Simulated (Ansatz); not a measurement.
A geometry of ZrO2 away from equilibrium: step 9 of the relaxation of a generated cell, ZrO2 built in the 3R-MoS2 structure type. Computed with PBEsol (plane waves to 420 eV, PAW, scalar-relativistic; Ansatz, a first-principles code). Γ-centred k-mesh 10×10×10 on the run's cell (coarser than for final values), Fermi–Dirac smearing 0.05 eV.

```
ZrO2
1.0
    1.54128     0.88986     4.82034
   -1.54128     0.88986     4.82034
    0.00000    -1.77972     4.82034
Zr O
1 2
Direct
  0.00019   0.00019   0.00019
  0.25307   0.25307   0.25307
  0.41343   0.41343   0.41343
```

Task: Which atoms carry the largest force, and which way does it point?

Result: 0.02 eV/Å, on O2, O3 (atoms numbered as listed); on O2 its components are (0.00, 0.00, -0.02).

Task: What is the pressure?

Result: +4.6 GPa, compression positive.

No spin polarisation in the result. Without a van der Waals term the distances between weakly bound units are poorly fixed.

The run could not lower the symmetry of its start; a shaken copy of this end point relaxes with PBEsol to P2₁/m (No. 11), 0.785 eV/atom lower.

The end of the path is a generated cell of ZrO2: the first start was made by placing the elements on the sites of a structure type, and the end was not matched to a known phase here, so it may be hypothetical. Known forms of ZrO2 include space group No. 14, 137, 225.
